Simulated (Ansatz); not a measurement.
Theory: DFT PBE, scalar-relativistic, plane waves, PAW, and for the lanthanide a 4f-in-core norm-conserving potential (Ansatz 0.2.0). Cutoff 690 eV, Γ-centred meshes of about 0.25 Å⁻¹ or finer for metals and 0.3 Å⁻¹ for insulators (2π included), Gaussian smearing. No spin polarisation.

Relaxed structures of Tb2GeO, with energies over the first row. Coordination counts Ge or Tb atoms around O (for each partner element, those within 1.25 times its shortest distance or 1.15 times the sum of covalent radii, where it is the nearest in units of that sum or under 1.3).

```
#    form               sites  V (Å³/atom)  coordination  ΔE (meV/atom)
1  I4/mcm  Tb 8h; Ge 4a; O 4b         20.6           O 4              0
2  P4/mmm  Tb 2e; Ge 1c; O 1b         21.4           O 4             47
```

A further structure, relaxed alike:

```yaml
crystal:
  lattice:
    - [1.78151, 1.02855, 6.95133]
    - [-1.78151, 1.02855, 6.95133]
    - [0.00000, -2.05711, 6.95133]
  atoms:
    - { symbol: Tb, position: [0.73189, 0.73189, 0.73189] }
    - { symbol: Tb, position: [0.26811, 0.26811, 0.26811] }
    - { symbol: Ge, position: [0.50000, 0.50000, 0.50000] }
    - { symbol: O, position: [0.00000, 0.00000, 0.00000] }
```

Question: Where does it fall in the ranking, and at what energy?

Answer: It is the highest, 172 meV/atom above row 1, with space group R-3m (No. 166) and 19.1 Å³/atom. Counting Ge or Tb atoms around O, this cell has O 6 and row 1 has O 4. Around Tb lie 3 O at 2.47 Å and 3 Ge at 2.95 Å; Ge is surrounded by 6 Tb at 2.95 Å; around O lie 6 Tb at 2.47 Å.

With atoms moved at random, row 1 came back. Row 2 and the further cell had no clear such test and can be saddle points.

The lanthanide is trivalent by construction, without f bands, f moments or other valences.
